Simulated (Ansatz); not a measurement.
Ru2C:
```cif
data_CRu2
_chemical_formula_sum 'C1 Ru2'
_space_group_name_H-M_alt 'P 1'
_space_group_IT_number 1
_cell_length_a 2.77003
_cell_length_b 2.77003
_cell_length_c 4.96495
_cell_angle_alpha 90.000
_cell_angle_beta 90.000
_cell_angle_gamma 120.000
loop_
_space_group_symop_operation_xyz
  'x, y, z'
loop_
_atom_site_label
_atom_site_type_symbol
_atom_site_fract_x
_atom_site_fract_y
_atom_site_fract_z
_atom_site_occupancy
C1 C 0.00000 0.00000 0.00000 1
Ru1 Ru 0.33333 0.66667 0.26630 1
Ru2 Ru 0.66667 0.33333 0.73370 1
```

Relaxed with PBEsol.

Problem. Decompose the optical modes at the zone centre into irreducible representations, and say which are infrared and Raman allowed.

Solution. Point group -3m: Γ_opt = A1g + A2u + Eg + Eu. Infrared: A2u, Eu. Raman: A1g, Eg.

Problem. Assign frequencies (DFPT, the program Ansatz at the PBEsol level (PAW)).

Solution. Eg 47, A1g 262, Eu 369, A2u 674 cm⁻¹.

Space group P-3m1. A made-up cell: these elements were put on the sites of a structure type; neither database checked (COD, Materials Project) lists it. Whether it is the stable phase at ambient conditions was not checked. Symmetry was held in the PBEsol relaxation; whether a distortion lowers the energy is not shown. The run is not spin-polarised. As this level gives no gap, phonon frequencies hold no LO–TO term and depend on the k-mesh and smearing (Fermi–Dirac, 0.1 eV here).

Potentials: the earlier of the program's two PAW sets. The files were generated under PBE; for other functionals the program regenerates the frozen cores, and for LDA and PBEsol the local potential too.
